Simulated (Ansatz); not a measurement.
# Deforming LaTe

```yaml
crystal:
  lattice:
    - [0.00000, 3.21100, 3.21100]
    - [3.21100, 0.00000, 3.21100]
    - [3.21100, 3.21100, 0.00000]
  atoms:
    - { symbol: La, position: [0.00000, 0.00000, 0.00000] }
    - { symbol: Te, position: [0.50000, 0.50000, 0.50000] }
```

Atom numbers follow the list: La1, Te2.

The cell is COD entry 1537884, as deposited and not checked against the literature; nothing was relaxed.

No spin–orbit coupling, which matters for the heavy atoms here.

Level of theory: DFT, LDA, PAW with Ansatz's default frozen-core files, scalar-relativistic (Ansatz 0.2.0).

Settings: a Γ-centred 10×10×10 k mesh, Fermi–Dirac smearing of 0.08 eV, cutoff 420 eV, no spin polarisation; the PAW files were made with PBE, and the program remakes their frozen cores for this functional.

The unchanged cell is at -2.17 GPa.

In a metal, stresses and small energies carry noise from the k mesh.

x, y and z are the Cartesian axes of the cell as listed; fractional coordinates follow a strain, and an engineering shear is twice the off-diagonal strain component.

With equal xy, yz and zx engineering shear strains of -2 %: energy change +1.1 meV/atom; stress change (xx, yy, zz, yz, xz, xy) 0.00, 0.00, 0.00, 0.20, 0.20, 0.20 GPa, compression positive.

(1) With this change (equal xy, yz and zx engineering shear strains of -1 %), what becomes of the energy and stress?

(2) With this change (equal xy, yz and zx engineering shear strains of +1 %), what becomes of the energy and stress?

With equal xy, yz and zx engineering shear strains of +2 %: energy change +0.9 meV/atom; stress change (xx, yy, zz, yz, xz, xy) 0.00, 0.00, 0.00, -0.17, -0.17, -0.17 GPa, compression positive.

## Answers

(1) Energy change +0.3 meV/atom; stress change (xx, yy, zz, yz, xz, xy) 0.00, 0.00, 0.00, 0.09, 0.09, 0.09 GPa, compression positive.

(2) Energy change +0.2 meV/atom; stress change (xx, yy, zz, yz, xz, xy) 0.00, 0.00, 0.00, -0.09, -0.09, -0.09 GPa, compression positive.
